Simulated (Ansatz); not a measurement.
SrAlO₂F in space group P4/mmm (No. 123; Sr on 1d, Al on 1a, O on 2f, F on 1b) under volume change, the program Ansatz at the r²SCAN level (PAW), shape and atoms relaxed at each volume.

```csv
V (Å³/atom),E − E(relaxed) (meV/atom),P (GPa)
9.929,52.9,18.76
10.257,22.2,11.48
10.584,5.2,5.28
10.911,0.0,0.00
11.239,?,?
11.566,18.0,-8.36
11.893,?,?
```

### Question
Some entries are withheld; supply them.

### Answer

- 11.893, E − E(relaxed) (meV/atom): 38.5
- 11.893, P (GPa): -11.63
- 11.239, E − E(relaxed) (meV/atom): 4.7
- 11.239, P (GPa): -4.52

### Question
What does a third-order Birch–Murnaghan fit give for V₀, B₀ and B′?

### Answer
V₀ = 10.91 Å³/atom, B₀ = 162 GPa, B′ = 4.3.

The start of the workflow was typed in or built on a structure type; neither database checked (COD, Materials Project) lists it. Its standing as an ambient phase is unchecked. The r²SCAN relaxation kept the symmetry of its start; whether a distortion lowers the energy is not shown.

Potentials: the earlier of the program's two PAW sets. The files were generated under PBE; for other functionals the program regenerates the frozen cores, and for LDA and PBEsol the local potential too.
